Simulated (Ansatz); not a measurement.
# Calculated Mo-95 NMR of the central transition for MoS2 at a changed volume

Cell: a structure deposited in the COD, relaxed with PBE at fixed cell and then changed (volume scaled by 1.02, ions relaxed).

Space group P6_3/mmc (No. 194); a = 3.1608, c = 12.6130 Å, γ = 120.00°.

```
site  Wyckoff  site symmetry       x       y       z
  Mo       2c           -6m2  0.3333  0.6667  0.2500
   S       4f            3m.  0.3333  0.6667  0.6258
```

One atom of each set is listed.

Level of theory: DFT, PBE, plane waves and PAW, scalar-relativistic, collinear spin, 420 eV cutoff, Γ-centred 16×16×4 k-points, Fermi–Dirac smearing 0.02 eV (Ansatz 0.2.0). Start moments as typed (μB): 2 on each Mo, none on the rest.

Mo-95 has I = 5/2 and Q = -22.00 mb (Pyykkö 2018); at 28.2 T its Larmor frequency is ν₀ = 78.6 MHz (from the bare nuclear moment; shielding lowers the observed one by a per cent or two). Only the quadrupole interaction is simulated: positions count from each site's isotropic chemical shift, and J coupling is left out, as are shift anisotropy and dipolar coupling, which fast spinning averages.

(1) Give C_Q, η, the quadrupolar product P_Q = |C_Q|(1 + η²/3)^½, the second-order isotropic shift and the breadth of the pattern (fast magic-angle spinning) for each Mo site.

## Answers

(1) 

| site | first shell | C_Q (MHz) | η | P_Q (MHz) | δ_QIS (ppm) | breadth (kHz) |
| --- | --- | --- | --- | --- | --- | --- |
| Mo | 6 S at 2.41 Å | 3.95 | 0.00 | 3.95 | -15.1 | 2.55 |

δ_QIS = −(ν_Q²/30ν₀²)[I(I+1) − 3/4](1 + η²/3) × 10⁶ ppm with ν_Q = 3|C_Q|/[2I(2I−1)]; it falls as 1/B₀² in ppm, and the breadth as 1/B₀ in kHz.

An axis of threefold or higher order runs through Mo, so V_zz lies along it and η is zero.

Without spin–orbit coupling (the program notes it for Mo) the gradients can shift somewhat, as the gap is small. The start moments die out, and the run ends without spin.
